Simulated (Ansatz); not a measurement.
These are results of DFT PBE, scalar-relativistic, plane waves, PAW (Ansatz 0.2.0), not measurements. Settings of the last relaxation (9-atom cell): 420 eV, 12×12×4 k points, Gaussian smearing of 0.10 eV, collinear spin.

Formation energies are uncorrected and refer to the elements' standard structures at the same level (Cl₂ as a molecule).

Task: Find a candidate trigonal metal made of Cl, K and Zr, with a formation energy near −1.52 eV/atom, a density near 3.17 g/cm³ and a net moment near 0.3 μB per atom, in a cell of 9 atoms. Its symmetry should be P-3m1 (No. 164).

Result: KZr2Cl6, space group P-3m1 (No. 164). Around K lie 6 Cl at 3.15 Å and 2 Cl at 3.66 Å; Zr is surrounded by 8 Cl at 2.59–2.85 Å; Cl on its first site is surrounded by 4 Zr at 2.78–2.85 Å and 6 Cl at 3.11–3.21 Å; around Cl on its second site lie 3 Zr at 2.73 Å, 3 Cl at 3.11 Å, 3 Cl at 3.34 Å and 1 K at 3.66 Å; 1 more site not described.

```
K Zr Cl
1.0
     4.62451    0.00000    0.00000
    -2.31225    4.00494    0.00000
     0.00000    0.00000   12.29319
K Zr Cl
1 2 6
Direct
  0.00000 0.00000 0.00000
  0.33333 0.66667 0.65400
  0.66667 0.33333 0.34600
  0.66667 0.33333 0.57213
  0.00000 0.00000 0.29795
  0.33333 0.66667 0.86467
  0.33333 0.66667 0.42787
  0.66667 0.33333 0.13533
  0.00000 0.00000 0.70205
```

* Volume per atom: 25.30 Å³
* Density: 3.17 g/cm³
* Energy over the elements: −1.52 eV/atom
* Gap on the 12×12×4 mesh of the 9-atom cell: 0 eV (a metal)
* Net moment per atom: 0.33 μB
* Moment by site: Zr 0.8 (×2) μB

The cell was found from a structure generator's guess, not taken from experiment. The answer needn't be unique; the calculation gave this one.

The magnetic state reached may not be the lowest. Symmetry constrained the relaxation, so the result can be a saddle point. Site moments count only spheres around the atoms; the net moment includes the space between them.
